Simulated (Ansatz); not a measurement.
Ansatz (a quantum-chemistry and plane-wave program) input:

Ansatz 0.2 input:
```yaml
crystal:
  lattice:
    - [4.9364633801, 0.0, 0.0]
    - [0.0, 4.9364633801, 0.0]
    - [0.0, 0.0, 3.38900169]
  atoms:
    - { symbol: Pb, position: [0.0, 0.0, 0.0] }
    - { symbol: Pb, position: [0.5, 0.5, 0.5] }
    - { symbol: O, position: [0.307402336, 0.307402336, 0.0] }
    - { symbol: O, position: [0.192597664, 0.807402336, 0.5] }
    - { symbol: O, position: [0.692597664, 0.692597664, 0.0] }
    - { symbol: O, position: [0.807402336, 0.192597664, 0.5] }
kpoints:
  mp_grid: { grid: [8, 8, 12] }
hamiltonian:
  xc: lda
  pseudopotentials: { kind: paw }
scf:
  occupations: { method: fermi_dirac, width: 0.1 }
phonons:
  method: dfpt
  response_accuracy: low
  eigenvectors: true
  rigid_motions: translations
```

Output (shortened):

```
Pseudopotential: Pb, paw, valence charge 14
Pseudopotential: O, paw, valence charge 6
Functional definition: SPW92
Crystal: 6 atoms, lattice volume = 82.585 Å³
Basis set: ecut = 420 eV, 1615 PW (Γ), exchange–correlation on 72×72×48 points (8 copies of the dense FFT grid, shifted against one another)
Bands: 32, of which v1, the nominal top of the filled ones, is band 26 counted from 1 (25 counted from 0)
Symmetry: 16 space group operations
k-points: 238 of 768 (irreducible under 2 space group operations, time reversal used)
SCF iter   1: F=—  HF=-25420.839064 eV  |F-HF|=—  |Δ(HF+E_count)|=         —  Δρ=1.96e-2  dr2=2.91e-1  ethr=1.77e-3  ⟨swp⟩=6.4  Hψ=35962  notcnv=0  defer=6
preconditioner: auto → Kerker (q_TF=auto, 2.526 Å⁻¹)
SCF iter   2: F=—  HF=-25420.762234 eV  |F-HF|=—  |Δ(HF+E_count)|=   7.68e-2  Δρ=5.23e-3  dr2=1.64e-2  ethr=5.61e-4  ⟨swp⟩=2.5  Hψ=13566  notcnv=0  defer=278
SCF iter   3: F=—  HF=-25420.757710 eV  |F-HF|=—  |Δ(HF+E_count)|=   4.52e-3  Δρ=2.54e-3  dr2=4.67e-3  ethr=3.15e-5  ⟨swp⟩=2.5  Hψ=12053  notcnv=0  defer=278
SCF iter   4: F=—  HF=-25420.756601 eV  |F-HF|=—  |Δ(HF+E_count)|=   1.11e-3  Δρ=6.29e-4  dr2=3.59e-4  ethr=8.98e-6  ⟨swp⟩=2.3  Hψ=13434  notcnv=0  defer=278
SCF iter   5: F=—  HF=-25420.756607 eV  |F-HF|=—  |Δ(HF+E_count)|=   6.58e-6  Δρ=1.58e-4  dr2=3.50e-5  ethr=6.91e-7  ⟨swp⟩=1.5  Hψ=8479  notcnv=0  defer=278
SCF iter   6: F=—  HF=-25420.756602 eV  |F-HF|=—  |Δ(HF+E_count)|=   4.86e-6  Δρ=5.31e-5  dr2=3.61e-6  ethr=6.73e-8  ⟨swp⟩=2.0  Hψ=10402  notcnv=0  defer=278
SCF iter   7: F=—  HF=-25420.756602 eV  |F-HF|=—  |Δ(HF+E_count)|=   9.28e-7  Δρ=1.80e-5  dr2=2.67e-7  ethr=6.95e-9  ⟨swp⟩=2.3  Hψ=13211  notcnv=0  defer=278
SCF iter   8: F=—  HF=-25420.756602 eV  |F-HF|=—  |Δ(HF+E_count)|=   4.32e-9  Δρ=4.92e-6  dr2=1.66e-8  ethr=5.14e-10  ⟨swp⟩=2.8  Hψ=14189  notcnv=0  defer=278
SCF iter  11: F=-25420.756602 eV  HF=-25420.756602 eV  |F-HF|=7.28e-12  |Δ(HF+E_count)|=  3.64e-12  Δρ=3.34e-8  dr2=6.38e-13  ethr=1.00e-12  ⟨swp⟩=12.3  Hψ=47910  notcnv=0
SCF 1 converged in 11 iterations: F = -25420.756602 eV  dr2 = 6.38e-13
DFPT response loops at Γ: preconditioner auto → Kerker (q_TF=auto, 2.526 Å⁻¹) (partly filled bands, converged f_vac=0.037) …
SCF converged after 11 iterations
Free energy (F): -25420.756602 eV
Harris-Foulkes:  -25420.756602 eV  (|F-HF|=7.28e-12)
Internal energy: -25420.739515 eV  (E = F + TS)
E sigma→0 (E₀):  -25420.748058 eV
Entropy (-TS):   -0.017087 eV (-2.848 meV/atom)
Fermi energy:    8.107979 eV
--- Per-component energies (eV) ---
  E_band       = -82.877744
  E_kinetic    = 1280.552891
  E_local      = -3383.152561  (includes V_loc(G=0)·N_el)
  E_nonlocal   = 919.513105
  E_hartree    = 1293.938173
  E_xc         = -718.517655
  E_vxc        = -628.947880  (∫ρ·V_xc dr)
  E_paw        = -20817.957667  (= ΣΔE_a)
  E_vpaw       = -858.729526  (= ΣTr[D̂ρ^β])
  E_aug_tail   = 0.009865  (compensation charges beyond the density's cutoff)
  E_ewald      = -3995.357923
  E_core_change = 0.232259  (= ΣΔE_core)
  E_smearing   = -0.017087  (= −TS)
  E_closure    = 0.000000  (closes the sum)
  Σ components = -25420.756602   (vs F -25420.756602, Δ=0.00e0)
  [band-id]    e_kinetic+e_local+e_nonlocal+2·e_hartree+e_vxc+e_vpaw+e_augmentation_tail = -82.877761   (vs E_band -82.877744, Δ=-1.67e-5)
--- Band table (eV; the first three rows and the last of 238) ---
  k-point 0: bands = ["-10.3021", "-10.1547", "-8.3357", "-8.3357", "-7.5508", "-7.3080", "-7.2775", "-7.2775", "-7.0693", "-6.9332", "-6.8953", "-6.8819", "-6.8819", "-4.6214", "-0.2529", "4.4220", "4.5134", "4.5134", "5.7667", "6.1037", "6.2148", "7.3135", …
  k-point 1: bands = ["-10.2443", "-10.1141", "-8.5340", "-8.5340", "-7.5357", "-7.2863", "-7.0683", "-7.0683", "-7.0640", "-6.9310", "-6.8960", "-6.8610", "-6.8610", "-4.6751", "-0.3023", "4.4198", "4.5705", "4.5705", "5.1046", "5.7959", "6.6420", "7.0294", …
  k-point 2: bands = ["-10.0818", "-9.9998", "-8.8874", "-8.8874", "-7.4887", "-7.2254", "-7.0489", "-6.9657", "-6.9657", "-6.9238", "-6.8983", "-6.5193", "-6.5193", "-4.8439", "-0.4124", "3.9789", "4.4246", "4.7250", "4.7250", "5.8835", "6.4826", "6.4826", …
  k-point 237: bands = ["-9.7156", "-9.7156", "-9.3685", "-9.3685", "-7.0760", "-7.0760", "-6.9321", "-6.9321", "-6.8772", "-6.8772", "-6.4540", "-6.4540", "-5.2074", "-5.2074", "-0.2003", "-0.2003", "3.8166", "3.8166", "5.9200", "5.9200", "6.0907", "6.0907", …
--- Phonons (Γ-DFPT): 4 representative perturbations + reference, on 238 of 768 k-points (Σ response iterations 12) ---
  ASR residual: 8.435e-5 → 0.000e0 eV/Å²; symmetrization residual: 5.712e-5 eV/Å²
  ASR residual per site (eV/Å²): 4.28e-5 4.28e-5 8.44e-5 8.44e-5 8.44e-5 8.44e-5
  Γ frequencies (cm⁻¹): -24.22 0.00 0.00 0.00 88.13 129.71 129.71 181.61 181.61 256.00 383.18 383.18 386.42 471.67 502.36 502.36 521.93 637.56
  non-analytic LO–TO correction: not included (Born effective charges unavailable; polar crystals: no LO–TO splitting at Γ)
```

Cost: very roughly 6 core-minutes on shared cores.

Space group P4_2/mnm (rutile). The cell keeps a stress of up to 0.2 GPa. The cell was relaxed with LDA under the symmetry of its start; of distortions, only those at the zone centre were tested, and some modes there are weakly imaginary. A small band overlap can be real or an error of a semilocal functional. As this level gives no gap, phonon frequencies hold no LO–TO term and depend on the k-mesh and smearing (Fermi–Dirac, 0.1 eV here). Scalar-relativistic: spin–orbit coupling is off unless named, which matters more the heavier the elements.

Potentials: the later of the program's two PAW sets.

Ansatz is a plane-wave DFT program.
